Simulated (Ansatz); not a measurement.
## Data sheet: Nb₂CS₂ (DFT)

Nb₂CS₂:
```
Nb2CS2
1.0
    3.22367     0.00000     0.00000
   -1.61183     2.79178     0.00000
    0.00000     0.00000     8.44695
Nb S C
2 2 1
Direct
  0.33333   0.66667   0.13994
  0.66667   0.33333   0.86006
  0.33333   0.66667   0.66736
  0.66667   0.33333   0.33264
  0.00000   0.00000   0.00000
```

Space group P-3m1 (No. 164); conventional cell a = b = 3.2237 Å, c = 8.4470 Å, α = β = 90.00°, γ = 120.00°.

Method: DFT-LDA in the program Ansatz with PAW potentials. Geometry: relaxed at this level of theory. Other levels are named where they apply.

Cell and energy:

| Quantity | Value |
|---|---|
| Volume per atom | 15.20 Å³ |
| Density | 5.72 g/cm³ |
| Formation energy from the elements (no fitted shifts) | -1.00 eV/atom |

Electronic structure:

| Quantity | Result |
|---|---|
| Electronic character | metallic (no gap) |
| Density of states at the Fermi level | 0.22 states/eV per atom (mean over ±0.08 eV) |
| Gap with spin–orbit coupling | none (metallic) |

Mechanics:

| Property | Result |
|---|---|
| Elastic constants (relaxed ions, GPa) | C11 = 292, C12 = 58.5, C13 = 20.9, C14 = -1.8, C33 = 78.8, C44 = 20.6 |
| Mechanical stability | stable (all eigenvalues of C positive) |
| Hill bulk and shear moduli | 79.5 and 53.0 GPa |
| Young's modulus | 130 GPa |
| Poisson's ratio | 0.23 |
| Debye temperature from the elastic constants | 405 K |

Charges:

| Property | Value |
|---|---|
| Bader charges | Nb +1.61, S -0.75, C -1.73 e |

The workflow started from an entry of the Crystallography Open Database (COD), which files this formula under 2 space groups. Whether it is the stable phase at ambient conditions was not checked. The cell was relaxed with LDA under the symmetry of its start; its stability against distortions is not shown here. No spin polarisation was allowed. A crystal of weakly bound layers computed without a dispersion correction: the cell and the soft elastic constants depend strongly on that. As this level gives no gap, shear constants depend on the k-mesh and smearing (Fermi–Dirac, 0.1 eV here). The references are the lowest solids computed at this level, not always the standard phases. Scalar-relativistic: spin–orbit coupling is off unless named, which matters more the heavier the elements.

Potentials: the later of the program's two PAW sets.
